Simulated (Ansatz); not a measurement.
Problem. VO2 (rutile, P4_2/mnm) is relaxed with PBEsol in the plane-wave PAW code Ansatz. What lattice parameters of the conventional cell result?

Solution. a = 4.536 Å, c = 2.803 Å.

Problem. Give the free coordinates with the occupied sites.

Solution. In one choice of origin and axes:

```
atom  site  symmetry       x       y       z
----  ----  --------  ------  ------  ------
V       2a      m.mm  0.0000  0.0000  0.0000
O       4f      m.2m  0.2990  0.2990  0.0000
```

Problem. Is it a metal or does it have a gap at this level?

Solution. No gap at this level.

This is a known high-temperature phase of the composition, computed here at zero pressure and temperature. The PBEsol relaxation kept the symmetry of its start; its stability against distortions is not shown here. The final state is ferromagnetic, chosen from 5 collinear starts compared on coarse meshes (ties went to the first, and starts can fall back to one state), not a proven ground state. No Hubbard U is applied. The compound may be a true metal, but semilocal functionals without U, or a wrong spin order, can also close a gap.

Potentials: the later of the program's two PAW sets.
